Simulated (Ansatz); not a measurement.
The relaxed structure here is a generated cell of PbS: the first start was made by placing the elements on the sites of a structure type, and the end was not matched to a known phase here, so it may be hypothetical. Known forms of PbS include space group No. 225.

One stationary structure of PbS. Method: r2SCAN (plane waves to 500 eV, PAW, scalar-relativistic; Ansatz, an electronic-structure program).

```cif
data_Pb6S6
_chemical_formula_sum 'Pb6 S6'
_space_group_name_H-M_alt 'P 1'
_space_group_IT_number 1
_cell_length_a 5.00576
_cell_length_b 5.00576
_cell_length_c 17.02394
_cell_angle_alpha 90.000
_cell_angle_beta 90.000
_cell_angle_gamma 120.000
loop_
_space_group_symop_operation_xyz
  'x, y, z'
loop_
_atom_site_label
_atom_site_type_symbol
_atom_site_fract_x
_atom_site_fract_y
_atom_site_fract_z
_atom_site_occupancy
Pb1 Pb 0.00000 0.00000 0.52183 1
Pb2 Pb 0.00000 0.00000 0.02183 1
Pb3 Pb 0.66667 0.33333 0.34578 1
Pb4 Pb 0.33333 0.66667 0.84578 1
Pb5 Pb 0.66667 0.33333 0.68650 1
Pb6 Pb 0.33333 0.66667 0.18650 1
S1 S 0.00000 0.00000 0.36061 1
S2 S 0.00000 0.00000 0.86061 1
S3 S 0.66667 0.33333 0.18084 1
S4 S 0.33333 0.66667 0.68084 1
S5 S 0.66667 0.33333 0.52815 1
S6 S 0.33333 0.66667 0.02815 1
```

Task: Determine the symmetry and give the standard cell with its independent sites.

Result: Space group P6₃mc (No. 186); a = b = 5.0058 Å, c = 17.0239 Å, α = β = 90.00°, γ = 120.00°

```
atom  site  symmetry       x       y       z
----  ----  --------  ------  ------  ------
Pb      2a       3m.  0.0000  0.0000  0.0218
Pb      2b       3m.  0.6667  0.3333  0.3458
Pb      2b       3m.  0.3333  0.6667  0.1865
S       2a       3m.  0.0000  0.0000  0.3606
S       2b       3m.  0.6667  0.3333  0.1808
S       2b       3m.  0.3333  0.6667  0.0281
```

Task: Give the shortest distances between elements (the closest pairs, up to four, under 3.6 Å).

Result: Pb–S 2.70 Å.

```yaml
volume_per_atom: 30.79 Å³
density: 6.45 g/cm³
band_gap: 1.96 eV, indirect (valence top at K, conduction bottom at k = (0.1667, 0.1667, 0)) (no spin-orbit coupling)
smallest_direct_gap: 2.33 eV at k = (0.1667, 0.3333, 0)
```

No spin polarisation in the result. Spin-orbit coupling is missing; with elements this heavy it can move band edges by tenths of an eV or more.

The run could not lose the symmetry of its start, so the end can be a saddle point.
